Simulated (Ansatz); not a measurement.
NbAs:
```cif
data_AsNb
_chemical_formula_sum 'Nb1 As1'
_space_group_name_H-M_alt 'P 1'
_space_group_IT_number 1
_cell_length_a 3.18016
_cell_length_b 3.18016
_cell_length_c 3.18016
_cell_angle_alpha 90.000
_cell_angle_beta 90.000
_cell_angle_gamma 90.000
loop_
_space_group_symop_operation_xyz
  'x, y, z'
loop_
_atom_site_label
_atom_site_type_symbol
_atom_site_fract_x
_atom_site_fract_y
_atom_site_fract_z
_atom_site_occupancy
Nb1 Nb 0.00000 0.00000 0.00000 1
As1 As 0.50000 0.50000 0.50000 1
```

Relaxed with PBEsol.

Decompose the optical modes at the zone centre into irreducible representations, and say which are infrared and Raman allowed.

Point group m-3m: Γ_opt = T1u. Infrared: T1u. Raman: none.

Assign frequencies (DFPT, DFT-PBEsol in the program Ansatz with PAW potentials).

T1u 177 cm⁻¹.

Space group Pm-3m (CsCl type). A made-up cell: these elements were put on the sites of a structure type; neither database checked (COD, Materials Project) lists it. COD files the formula under space group No. 109. Its standing as an ambient phase is unchecked. Symmetry was held in the PBEsol relaxation; whether a distortion lowers the energy is not shown. The run is not spin-polarised. As this level gives no gap, phonon frequencies hold no LO–TO term and depend on the k-mesh and smearing (Fermi–Dirac, 0.1 eV here).

Potentials: the earlier of the program's two PAW sets. The files were generated under PBE; for other functionals the program regenerates the frozen cores, and for LDA and PBEsol the local potential too.
